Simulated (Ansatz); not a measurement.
# Cold compression of Bi (hcp type)

```
CELL_PARAMETERS angstrom
3.43999 0.00000 0.00000
-1.71999 2.97912 0.00000
0.00000 0.00000 5.88446
ATOMIC_POSITIONS crystal
Bi 0.33333 0.66667 0.25000
Bi 0.66667 0.33333 0.75000
```

The cell comes from a relaxation on PAW files under the same functional, begun from a prototype that needn't be the stable phase.

Its volume is scaled, and at each volume shape and atoms are relaxed on PAW files; all methods then take that cell.

Level of theory: DFT with PBEsol, scalar-relativistic, in Ansatz 0.2.0; a Γ-centred 12×12×7 k mesh, Fermi–Dirac smearing of 0.1 eV, no spin polarisation. LAPW: all electrons, basis error target 1 meV/atom; PAW: frozen-core files, cutoff 420 eV; crystal datasets: all electrons, by PAW datasets that the program makes for each cell; norm-conserving: pseudopotentials, cutoff 898 eV; PAW (core large): files with a larger core, cutoff 420 eV.

Energies are extrapolated to zero smearing and count from the unscaled cell; pressure is positive in compression; gaps take the mesh and a band path. No temperature or zero-point motion is included.

Spin–orbit coupling is left out, which matters for the heavy atoms. The PAW files were made under PBE. The structure type is held throughout; the real material can change phase at far lower pressure.

```tsv
V/V0	V (Å³/atom)	P LAPW (GPa)	ΔE LAPW (eV/atom)	P PAW − LAPW (GPa)	ΔE PAW − LAPW (meV/atom)	space group	shortest distance (Å)
1.00	30.15	0.03	0.000	-0.02	0.0	P6_3/mmc	3.440
0.88	26.53	10.35	0.105	-0.03	-0.5	P6_3/mmc	3.322
0.78	23.52	?	0.426	-0.05	-1.2	P6_3/mmc	3.183
0.68	20.50	56.2	1.170	-0.06	-2.2	P6_3/mmc	3.040
0.58	17.49	115.3	2.716	-0.04	-3.2	P6_3/mmc	2.883
0.50	15.08	208.9	?	0.10	-2.9	P6_3/mmc	2.745
0.43	12.97	364.3	8.746	0.41	0.2	P6_3/mmc	2.613
```

What belongs in the row "0.50", column "ΔE LAPW (eV/atom)"?

5.079.

Fill in "P LAPW (GPa)" for the row "0.78".

26.1.

Fit the Vinet equation to the LAPW pressures over the whole range, with residuals weighted by 1/(|P| + 0.03·Pmax).

V0 = 30.23 Å³/atom, B0 = 53.5 GPa and B0′ = 5.45, and the fit misses no point by more than 6.3 GPa. A fit over so wide a range pins B0 less well than one near rest.

From the table, what is the rise of the enthalpy H = E + pV up to the last row, and how stiff is the crystal between the last two rows?

ΔH = 8.746 eV + (364.3 GPa × 12.97 Å³ − 0.03 GPa × 30.15 Å³) × 0.006242 eV/(GPa·Å³) = 38.22 eV/atom, of which pV makes 77 %. The mean bulk modulus there is −ΔP/Δln V = 1030 GPa.

At the smallest volume, how far do crystal datasets and norm-conserving and PAW (core large) lie from LAPW in pressure?

crystal datasets: +0.01 GPa; norm-conserving: -3.32 GPa; PAW (core large): +0.41 GPa, on a LAPW pressure of 364.3 GPa.

How do the Löwdin populations by LAPW change from the unscaled cell to the last row?

Bi 6s 1.94 → 1.71, Bi 6p 3.02 → 3.24 electrons an atom. These are projections on the shells that the free atoms fill; 0.08 e a cell lies outside them at the start and 0.24 e at the end.
